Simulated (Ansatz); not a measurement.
TiRh (P4/mmm): from strained cells to moduli

```yaml
crystal:
  lattice:
    - [2.92700, 0.00000, 0.00000]
    - [0.00000, 2.92700, 0.00000]
    - [0.00000, 0.00000, 3.37221]
  atoms:
    - { symbol: Ti, position: [0.50000, 0.50000, 0.50000] }
    - { symbol: Rh, position: [0.00000, 0.00000, 0.00000] }
```

The conventional cell has a = 2.927 Å, b = 2.927 Å, c = 3.372 Å, α = 90.00°, β = 90.00°, γ = 90.00°. Ti (atom 1) has 8 Rh at 2.67 Å and 4 Ti at 2.93 Å as nearest neighbours. Rh (atom 2) has 8 Ti at 2.67 Å and 4 Rh at 2.93 Å as nearest neighbours.

Level of theory, where no other is named: PBEsol, PAW on Ansatz 0.2.0's default frozen-core files (fitted under PBE), scalar-relativistic. k mesh 16×16×14, Fermi-Dirac smearing of 0.100 eV, cutoff 420 eV. The cell was relaxed by PAW under this functional.

The cell is tetragonal and carries a residual pressure of 0.01 GPa at this level. Each strain component that symmetry leaves independent is applied at ±0.005, the ions relax wherever a strain frees them, and the stress (tension positive, GPa) is read. Shears are engineering strains, γ = 2ε.

```tsv
strain	size	σxx	σyy	σzz	σyz	σxz	σxy
xx	-0.005	-1.5269	-0.7118	-0.9355	0.0000	0.0000	0.0000
xx	+0.005	1.4489	0.6942	0.8883	0.0000	0.0000	0.0000
zz	-0.005	-0.9298	-0.9298	-1.4052	0.0000	0.0000	0.0000
zz	+0.005	0.8930	0.8930	1.3435	0.0000	0.0000	0.0000
yz	-0.005	-0.0048	-0.0053	-0.0241	-0.3009	0.0000	0.0000
yz	+0.005	-0.0048	-0.0053	-0.0241	0.3009	0.0000	0.0000
xy	-0.005	-0.0037	-0.0037	-0.0242	0.0000	0.0000	-0.2486
xy	+0.005	-0.0037	-0.0037	-0.0242	0.0000	0.0000	0.2486
```

A central difference gives one constant, for example C11 ≈ (1.4489 − (-1.5269))/(0.01) = 297.6 GPa; the program then imposes the crystal's symmetry on the whole matrix.

What are the independent elastic constants?

C11 = 297.6, C12 = 140.6, C13 = 182.3, C33 = 274.9, C44 = 60.2, C66 = 49.7 GPa.

Is the crystal stable against homogeneous strain?

The least eigenvalue of the 6×6 matrix is 49.7 GPa, so yes.

What moduli does a random aggregate of grains have?

Voigt and Reuss bounds: B from 208.6 to 209.0 and G from 56.0 to 58.3 GPa; their means are B = 208.8 and G = 57.2 GPa. Then E = 9BG/(3B + G) = 157.1 GPa, ν = (3B − 2G)/(6B + 2G) = 0.375 and B/G = 3.65, on the ductile side of Pugh's 1.75 (a rule of thumb).

With the density of 8.666 g/cm³, how fast does sound travel, and what Debye temperature follows?

```tsv
direction	slow (m/s)	middle (m/s)	fast (m/s)
x	2395	2635	5860
y	2395	2635	5860
z	2635	2635	5632
```

The mean of v⁻³ over directions and branches gives v_m = 2890 m/s and θ_D = (ħ/k_B) v_m (6π²n)^(1/3) = 353 K, n being atoms per volume. Young's modulus spans 123 to 179 GPa over directions, and the universal anisotropy index is 0.21.

What happens at 30 GPa (cell relaxed there)?

The volume falls to 0.8936 of its value, and C11 = 457.5, C12 = 238.6, C13 = 292.7, C33 = 419.1, C44 = 91.7, C66 = 72.1 GPa (slopes of the stress), in this structure whether or not another phase takes over.

Known limits: frozen-core PAW files fitted under PBE, their cores solved anew for the functional of the run; responses of metals move with mesh and smearing.
